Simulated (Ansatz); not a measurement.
NiO (rock salt)

```xyz
2
Lattice="0.0000 2.0943 2.0943 2.0943 0.0000 2.0943 2.0943 2.0943 0.0000" Properties=species:S:1:pos:R:3 pbc="T T T"
O      0.0000     0.0000     0.0000
Ni     2.0943     2.0943     2.0943
```

The slice is a {100} plane (indices of the conventional cell) through the point (0.000, 0.000, 0.000) (fractional), spanned by u = [100] and v = [0 1 -1] in vectors of this cell: u (2.96 Å) and v (2.96 Å, at 90° to u). It covers one period; positions are fractions (u, v).

The numbers are results of r2SCAN (plane waves to 500 eV, PAW, scalar-relativistic; Ansatz, an electronic-structure program), not measurements. k mesh 13×13×13. Near the nuclei the fields are pseudised (PAW); where an atom keeps semicore shells as valence, they peak there. NiO is run spin-polarised and with no Hubbard U; the real compound is an antiferromagnetic insulator, a state that this run doesn't describe. NiO was relaxed with its symmetry unable to fall. Relaxed NiO ends ferromagnetic. Other magnetic orders were not checked, so this need not be the ground state.

Three fields on this plane, each scaled to ten steps between its own extremes (0 low, 9 high; the total valence density on a logarithmic scale, the potential cut 8 eV below its top; x marks points blanked near nuclei; v = 0 in the bottom row):

Map A
```
|xxxxxx953101359xxxxx|
|xxxxxx953222359xxxxx|
|xxxxxx865555568xxxxx|
|xxxxx97789x98779xxxx|
|xxxx988xxxxxxx889xxx|
|x99878xxxxxxxxx87899|
|66567xxxxxxxxxxx7656|
|23358xxxxxxxxxxx8533|
|01259xxxxxxxxxxx9521|
|0025xxxxxxxxxxxxx520|
|01259xxxxxxxxxxx9521|
|23358xxxxxxxxxxx8533|
|66567xxxxxxxxxxx7656|
|x99878xxxxxxxxx87899|
|xxxx988xxxxxxx889xxx|
|xxxxx97789x98779xxxx|
|xxxxxx865555568xxxxx|
|xxxxxx953222359xxxxx|
|xxxxxx953101359xxxxx|
|xxxxxxx6200026xxxxxx|
```

Map B
```
|xxxxxx100000001xxxxx|
|xxxxxx000000000xxxxx|
|xxxxxx011111110xxxxx|
|xxxxx13554x45531xxxx|
|xxxx149xxxxxxx941xxx|
|x10039xxxxxxxxx93001|
|00015xxxxxxxxxxx5100|
|00015xxxxxxxxxxx5100|
|00014xxxxxxxxxxx4100|
|0001xxxxxxxxxxxxx100|
|00014xxxxxxxxxxx4100|
|00015xxxxxxxxxxx5100|
|00015xxxxxxxxxxx5100|
|x10039xxxxxxxxx93001|
|xxxx149xxxxxxx941xxx|
|xxxxx13554x45531xxxx|
|xxxxxx011111110xxxxx|
|xxxxxx000000000xxxxx|
|xxxxxx100000001xxxxx|
|xxxxxxx0000000xxxxxx|
```

Map C
```
|xxxxxx951000159xxxxx|
|xxxxxx830000038xxxxx|
|xxxxxx410000014xxxxx|
|xxxxx51001x10015xxxx|
|xxxx510xxxxxxx015xxx|
|x98410xxxxxxxxx01489|
|55310xxxxxxxxxxx0135|
|11000xxxxxxxxxxx0001|
|00001xxxxxxxxxxx1000|
|0000xxxxxxxxxxxxx000|
|00001xxxxxxxxxxx1000|
|11000xxxxxxxxxxx0001|
|55310xxxxxxxxxxx0135|
|x98410xxxxxxxxx01489|
|xxxx510xxxxxxx015xxx|
|xxxxx51001x10015xxxx|
|xxxxxx410000014xxxxx|
|xxxxxx830000038xxxxx|
|xxxxxx951000159xxxxx|
|xxxxxxx5100015xxxxxx|
```

### Question
Assign the maps to these fields: electron localisation function (ELF); valence electron density; spin density, up minus down.

### Answer
A is the valence electron density; B is the spin density, up minus down; C is the electron localisation function (ELF).
